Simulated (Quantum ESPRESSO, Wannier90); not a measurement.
**Tight-binding from DFT: SnSe₂ (CdI2 type)**

```xyz
3
Lattice="3.8419 0.0000 0.0000 -1.9210 3.3272 0.0000 0.0000 0.0000 6.4859" Properties=species:S:1:pos:R:3 pbc="T T T"
Sn     0.0000     0.0000     0.0000
Se    -1.9210     1.1091    -1.5754
Se     1.9210    -1.1091     1.5754
```

Cell from Materials Project (mp-665), symmetrised, no further relaxation. COD (Crystallography Open Database) has the formula in 2 space groups, this one among them (matched by group alone). Method: PBEsol plane waves in Quantum ESPRESSO 7.5 (PseudoDojo norm-conserving files, 69 Ry, no spin polarisation, no spin-orbit coupling), Bloch states on a 6×6×4 mesh through Γ, Wannier90 4.0.1. Density: 12×12×6 mesh, Gaussian smearing 0.01 Ry. The cell is built of weakly bound layers, chains or molecules, whose nearest atoms lie 4.01 Å apart. Database cells relaxed without dispersion often hold them too far apart, which can enlarge gaps and weakens couplings between them; spacing and stacking were not compared with the measured crystal. Spin-orbit coupling is left out although heavy elements are present.

Functional, cutoff and mesh named above are those of the base row (6×6×4); the first column says what each row takes instead. Model: 8 functions from bands 16-23, start SCDM (isolated) (the valence bands). Energies are relative to the valence-band maximum; the misfit is to pw.x on a path, for all bands of the set. Only the mesh of Bloch states changes. Ω_total can sit in another minimum from row to row; Ω_I of an isolated set cannot.

Among the meshes 2×2×2, 3×3×2, 4×4×3, 5×5×3, 6×6×4, 7×7×5, which is the coarsest that interpolates to 20 meV rms?

6×6×4.

```csv
mesh,Ω_I (Å²),Ω_total (Å²),rms misfit (meV),k-points (cost),rough cost of nscf and overlaps (first row = 1)
2×2×2,9.69,11.63,200,8,1.0
3×3×2,11.07,12.85,136,18,1.9
4×4×3,12.60,14.34,47,48,4
5×5×3,13.35,15.09,41,75,6
6×6×4,14.08,15.79,13,144,11
7×7×5,14.53,16.20,12,245,18
```

Ω_I still rises with the mesh: the finite-difference spreads converge slowly and from below.
